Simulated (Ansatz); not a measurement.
Cs₅Cu₃: start and end of a relaxation

The cell of Cs₅Cu₃ is invented: random cell by space group and Wyckoff sites (Pm-3m, No. 221). Lengths were set from tabulated atomic sizes, so they are only a guess.

start.cif

```cif
data_structure
_symmetry_space_group_name_H-M 'Pm-3m'
_symmetry_Int_Tables_number 221
_cell_length_a 6.8042
_cell_length_b 6.8042
_cell_length_c 6.8042
_cell_angle_alpha 90.000
_cell_angle_beta 90.000
_cell_angle_gamma 90.000
_cell_volume 315.01
loop_
_atom_site_label
_atom_site_type_symbol
_atom_site_symmetry_multiplicity
_atom_site_Wyckoff_symbol
_atom_site_fract_x
_atom_site_fract_y
_atom_site_fract_z
_atom_site_occupancy
Cs1 Cs 1 b 0.50000 0.50000 0.50000 1
Cs2 Cs 1 a 0.00000 0.00000 0.00000 1
Cs3 Cs 3 c 0.00000 0.50000 0.50000 1
Cu1 Cu 3 d 0.50000 0.00000 0.00000 1
```

Computed with DFT PBE, scalar-relativistic, plane waves, PAW in Ansatz 0.2.0. Cutoff 420 eV, Gaussian smearing, Γ-centred meshes. Cell and atoms relax first on a coarse mesh and then on a finer one. In between, the cell is made exact in the group found at 0.06 Å. In metals the finer mesh still leaves noise of several meV/atom or more. The steps can't lower the symmetry of their start. No spin polarisation.

end.cif

```cif
data_structure
_symmetry_space_group_name_H-M 'Pm-3m'
_symmetry_Int_Tables_number 221
_cell_length_a 8.1225
_cell_length_b 8.1225
_cell_length_c 8.1225
_cell_angle_alpha 90.000
_cell_angle_beta 90.000
_cell_angle_gamma 90.000
_cell_volume 535.88
loop_
_atom_site_label
_atom_site_type_symbol
_atom_site_symmetry_multiplicity
_atom_site_Wyckoff_symbol
_atom_site_fract_x
_atom_site_fract_y
_atom_site_fract_z
_atom_site_occupancy
Cs1 Cs 1 b 0.50000 0.50000 0.50000 1
Cs2 Cs 1 a 0.00000 0.00000 0.00000 1
Cs3 Cs 3 c 0.00000 0.50000 0.50000 1
Cu1 Cu 3 d 0.50000 0.00000 0.00000 1
```

The symmetry stays Pm-3m (No. 221). The volume per atom grows by 70.1 %, from 39.4 to 67.0 Å³. The shortest distance goes from 3.40 Å (Cs–Cu and Cs–Cs) to 4.06 Å (Cs–Cu and Cs–Cs). The energy falls by about 0.23 eV/atom (the start's value is from the coarse mesh).

```
Volume per atom                          : 66.98 Å³
Density                                  : 2.65 g/cm³
Formation energy                         : +0.55 eV/atom
Gap on the 6×6×6 mesh of the 8-atom cell : 0 eV (the bands meet within 0.015 eV)
```

The zero of energy is the elements' standard structures at the same level; no fitted shifts are applied. It can't be a ground state, since the elements alone are lower.

The last run used Gaussian smearing of 0.10 eV. The zero gap may come from the functional, which often closes small gaps, or the cell may be a true semimetal. Symmetry constrained the relaxation, so the result can be a saddle point. In all, the 3 runs took 14 min on 1 thread of Intel(R) Xeon(R) Processor @ 2.50GHz (Skylake/Cascade Lake), on a shared host.
